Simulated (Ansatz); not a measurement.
Starting cell, Mo (bcc, W type):

```xyz
2
Lattice="-3.1607 3.1607 3.1607 0.0000 0.0000 3.1607 0.0000 3.1607 0.0000" Properties=species:S:1:pos:R:3 pbc="T T T"
Mo     0.0000     0.0000     0.0000
Mo    -1.5804     1.5804     1.5804
```

A phonon eigenvector at H = (0.5, 0.5, 0.5) is frozen into this cell: atom i moves by Q times the vector below, so Q is the largest atomic displacement, in Å. The cell is held. It is one choice among 3 degenerate patterns. (q is in reciprocal vectors of the primitive cell; the cell shown is doubled to hold the pattern.)

```json
[
 {"atom": "Mo1", "x": "0.000", "y": "0.000", "z": "-1.000"},
 {"atom": "Mo2", "x": "0.000", "y": "0.000", "z": "1.000"}
]
```

These are PBE (plane waves to 420 eV, PAW, scalar-relativistic; Ansatz, a quantum-chemistry and plane-wave program) values and carry that method's errors. k mesh 21×21×21 (Γ-centred), Fermi-Dirac smearing 0.05 eV. The energy includes the smearing's −TS. With partly filled bands, energies and forces of such displacements shift with the k mesh and the smearing. Mo is run without spin polarisation. Mo was relaxed with its symmetry unable to fall. ΔE is measured from the undisplaced structure. The last digit holds for this mesh only.

| Q (Å) | ΔE (meV/cell) |
|---|---|
| -0.2800 | 1089.9 |
| -0.2333 | 761.2 |
| -0.1867 | withheld |
| -0.1400 | 254.2 |
| -0.0933 | 100.8 |
| -0.0467 | 21.2 |
| 0.0000 | 0.0 |
| 0.0467 | 21.2 |
| 0.0933 | 100.8 |
| 0.1400 | 254.2 |
| 0.1867 | withheld |
| 0.2333 | 761.2 |
| 0.2800 | 1089.9 |

Fit an even polynomial form (powers 2, 4, 6) to the given rows and predict ΔE at Q = -0.1867.

Least squares on the 11 given rows: ΔE = (11370)·Q² + (84740)·Q⁴ + (-670100)·Q⁶, in meV/cell with Q in Å; root-mean-square residual 2.97 meV/cell. At -0.1867 the fit gives 470.9 meV/cell; the calculation gives 480.0 meV/cell, so the interpolation is off by -9.1 (-1.9 %). The quadratic term alone would give 396.3 meV/cell.

(A displaced cell: forces are minus the slopes of the energy, force constants its curvatures, and phonons follow from these.)
